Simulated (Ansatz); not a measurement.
# TiZn3: do energies and stresses tell the same story?

All numbers below come from DFT r2SCAN, scalar-relativistic, plane waves, PAW (Ansatz).

Cutoff 500 eV; k points 10×10×10 on the computed 4-atom cell (Γ-centred); Gaussian smearing, width 0.10 eV; no spin polarisation.

Relaxed cell: Pm-3m, a = 3.879 Å, b = 3.879 Å, c = 3.879 Å, α = 90.00°, β = 90.00°, γ = 90.00°, 4 atoms in the primitive cell. Whether it is the stable form of this composition wasn't checked.

Energies at zero smearing and pressures from the stress tensor, at volumes with shape and atoms relaxed:
```tsv
V (Å³/atom)	E − E(first) (meV/atom)	P (GPa)
13.712	0.00	8.01
14.149	-15.72	3.66
14.587	-20.50	-0.02
15.025	-16.03	-3.13
15.462	-3.73	-5.77
```

Q: Check P = −dE/dV between neighbouring volumes, and get the bulk modulus from the pressures alone.

A: With 1 eV/Å³ = 160.2 GPa:
```
middle V (Å³/atom)  −ΔE/ΔV (GPa) mean P (GPa)
            13.931         5.755         5.834
            14.368         1.751         1.820
            14.806        -1.637        -1.577
            15.243        -4.504        -4.449
```

The two differ by 0.08 GPa at most. The mean of two end pressures misses the average over a step by about ΔV² P″/12, up to 0.06 GPa here; with that taken off 0.02 GPa remains. Around V = 14.587 Å³/atom, the two neighbours give B = −V ΔP/ΔV = 14.587 × 6.79 / 0.875 = 113.2 GPa, against B0 = 112.8 GPa from the Birch–Murnaghan fit of the energies.

Spin polarisation was left out, and a magnetic state may lie lower.

Cost: 6 runs of about 3.1 core-minutes in all, on Intel Xeon Platinum 8259CL (Skylake/Cascade Lake) (shared hosts).